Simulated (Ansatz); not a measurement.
**Structure optimisation: gold, beta-Sn type**

Computed with DFT, LDA (PW92), plane waves (420 eV) with PAW, scalar-relativistic (Ansatz 0.2.0). (PAW data from PBE, frozen cores regenerated.)

k-point mesh 13×13×9, Fermi-Dirac smearing 0.1 eV, no spin polarisation. Cell and atoms relax.

Starting structure:

```
Au
1.0
    -2.53576    2.53576    1.38453
     2.53576   -2.53576    1.38453
     2.53576    2.53576   -1.38453
Au
2
Cartesian
  0.0000 0.0000 0.0000
  0.0000 2.5358 0.6923
```

Question: What cell does the relaxation end in?

Answer: Cmcm with a = 2.740 Å, b = 8.991 Å, c = 2.804 Å; 17.27 Å³ per atom against 17.81 at the start (-3.0 %).

The cell has left the beta-Sn structure type; it ends in Cmcm.

Question: How much energy does the relaxation gain?

Answer: 164.3 meV per atom.

The k-point mesh keeps fewer symmetry operations than the starting structure has, so the cell can leave it.
